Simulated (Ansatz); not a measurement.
Q: Name crystals whose computed values (DFT-PBEsol in the program Ansatz with PAW potentials) fall in these windows: G_Hill (GPa) 34 to 46; B₀ by P(V) fit (GPa) 120 to 160.

A: 

```
crystal                               G_Hill (GPa)  B₀ by P(V) fit (GPa)
------------------------------------  ------------  --------------------
Al2Pt, fluorite or antifluorite type          41.6                   139
HgPd, L1₀ or tetragonal B2                    39.9                   146
YRh, CsCl type                                36.6                   121
Cu3Sn, P6_3/mmc (Cu on 6h, Sn on 2c)          46.0                   127
ScPt, CsCl type                               43.2                   150
```
Others may fit too.

Standing as an ambient phase not checked: HgPd, L1₀ or tetragonal B2; YRh, CsCl type; Cu3Sn, P6_3/mmc (Cu on 6h, Sn on 2c); ScPt, CsCl type. All cells were relaxed under the symmetry of their starts (and spin orders); stability against distortions was not tested throughout. Rows with no word on spin ran without spin polarisation. Spin–orbit coupling is left out wherever it is not named.

Potentials: the later of the program's two PAW sets.
